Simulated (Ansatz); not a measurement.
Ta: energy along a strain

Ta, P6_3/mmc, a = 2.900 Å, c = 5.166 Å (as given, not relaxed at this level: -7.1 GPa). This isn't the element's structure at ambient conditions. Ansatz: PBEsol, PAW, 420 eV, Γ-centred 18×18×10 mesh on 2 atoms, Gaussian smearing 0.15 eV; no spin polarisation. Cell vectors (Å): 2.900 0.000 0.000; -1.450 2.512 0.000; 0.000 0.000 5.166. The cell is strained by x per cent times the pattern (1 -1 0 0 0 0) in the order xx yy zz yz xz xy (engineering shears), with fractional coordinates held. y is the free energy over the start, V0 = 18.819 Å³/atom.

| x (%) | y (meV/atom) |
| --- | --- |
| -2.00 | ? |
| -1.50 | 1.55 |
| -1.00 | 0.73 |
| -0.50 | 0.19 |
| 0.00 | 0.00 |
| 0.50 | 0.19 |
| 1.00 | 0.75 |
| 1.50 | 1.60 |
| 1.75 | 2.12 |
| 2.00 | 2.68 |

**Question.** Fit y = c1 x + c2 x² + c3 x³ to the other rows, get the stiffness along the pattern, and predict the missing energy.

**Answer.** Least squares on the rows shown. y = 0.05100 x + 0.7008 x² − 0.02430 x³. The clamped-ion stiffness p·C·p = 2 × 7.008 eV × 160.2 / 18.819 Å³ = 119 GPa (second derivative at the start, which stands under stress). With a term in x⁴ added, the coefficient of x² becomes 0.7632, 9 % more, which shows how far this figure hangs on the form. At x = -2.00 the fit asked for gives 2.90 meV/atom. The run gave 2.53 meV/atom, so the fit is 0.37 meV/atom too high, 14 % of the span of the series, against an rms of 0.03 meV/atom on the fitted rows. The row lies outside the fitted range. With a term in x⁴ added, a fit to the same known rows predicts 2.55 meV/atom, so most of the miss is curvature that the known rows already hold.

Spin–orbit coupling is left out, which can shift energies with elements as heavy as these.